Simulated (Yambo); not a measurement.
BSE-type run in Yambo on LiBr (rock salt, space group Fm-3m, No. 225) under isotropic strain of -1.5 % on all lattice vectors, at zero momentum.

Quantum ESPRESSO step (PBEsol, PseudoDojo standard norm-conserving files, scalar-relativistic):
```
&CONTROL
  calculation = 'nscf'
  pseudo_dir = './pseudo'
  outdir = './out'
/
&SYSTEM
  ibrav = 0
  nat = 2
  ntyp = 2
  ecutwfc = 74.0
  ecutrho = 296.0
  occupations = 'fixed'
  force_symmorphic = .true.
  nbnd = 24
/
&ELECTRONS
  conv_thr = 2e-09
  diago_full_acc = .true.
  diago_thr_init = 1e-08
/
ATOMIC_SPECIES
Li 6.9400 Li.upf
Br 79.9040 Br.upf
CELL_PARAMETERS angstrom
  0.000000000000   2.664268390365   2.664268390365
  2.664268390365   0.000000000000   2.664268390365
  2.664268390365   2.664268390365   0.000000000000
ATOMIC_POSITIONS crystal
Li   0.000000000000   0.000000000000   0.000000000000
Br   0.500000000000   0.500000000000   0.500000000000
K_POINTS automatic
10 10 10 0 0 0
```

Yambo input:
```
rim_cut
optics
bse
bss
dipoles
em1s
RandQpts= 1000000
RandGvec= 1 Ry
FFTGvecs= 40 Ry
Chimod= "HARTREE"
BSKmod= "SEX"
BSEmod= "resonant"
BSSmod= "hs"
BSENGexx= 15 Ry
BSENGBlk= 4 Ry
% KfnQP_E
 2.414 | 1.0 | 1.0 |
%
% BSEQptR
 1 | 1 |
%
% BSEBands
 3 | 6 |
%
% BEnRange
 0.0 | 12.6 | eV
%
% BDmRange
 0.15 | 0.15 | eV
%
BEnSteps= 252
% BLongDir
 1.0 | 0.0 | 0.0 |
%
BSHayTrs= -0.02
BSSNEig= 24
WRbsWF
% BndsRnXs
 2 | 19 |
%
NGsBlkXs= 4 Ry
% LongDrXs
 1.0 | 1.0 | 1.0 |
%
```

From the report:

The dimension is k points × valence × conduction bands = 1000 × 3 × 1 = 3000.
```
   [SLEPC] Approach                          : Krylov-Schur
   [SLEPC] Number of requested eigenvalues   :  24
   [SLEPC] Number of eigenvalues        [NEV]:  24
    [K] Dimension                                    :  3000
    [K] Bands                                        :   3   6
    [K] Exchange res                                 : yes
    [K] Correlation res                              : yes
    [K] W interaction is bare                        : no
    [K] RL vectors exchange                          :  283
    [K] RL vectors correlation                       :   51
    [W] Matrix size                                  :   51
    [W] Bands                                        :   2  19
    [W] Coulomb Cutoff                               : none
    [W] Hxc Kernel                                   : HARTREE
```

Spin-orbit coupling is not included.

Geometry strained from the cell relaxed with PBEsol, atoms relaxed again.
